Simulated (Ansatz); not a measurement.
GaN (wurtzite)

```
GaN
1.0
    3.18330     0.00000     0.00000
   -1.59165     2.75682     0.00000
    0.00000     0.00000     5.18388
Ga N
2 2
Direct
  0.66667   0.33333   0.00099
  0.33333   0.66667   0.50099
  0.66667   0.33333   0.62421
  0.33333   0.66667   0.12421
```

Equation-of-state scan: isotropic scaling of the cell above, V₀ being its volume. The atoms relax within the cell's symmetry.

Computed with r2SCAN (plane waves to 500 eV, PAW, scalar-relativistic; Ansatz, an electronic-structure program). k mesh 12×12×7 (Γ-centred), Fermi-Dirac smearing 0.05 eV. Stress and pressure are positive under compression. GaN was relaxed with its symmetry unable to fall. The PAW data are Ansatz's earlier set.

At one point of the scan the stress tensor (GPa) is:

```
  -11.0      0.0      0.0
    0.0    -11.0      0.0
    0.0      0.0    -10.9
```

Task: Which point is it?
A) V/V₀ = 1.067
B) V/V₀ = 1.017
C) V/V₀ = 1.050
D) V/V₀ = 1.083

Result: A, V/V₀ = 1.067

(A scan under strain: stresses follow from slopes of the energy per volume, elastic moduli from its curvatures.)
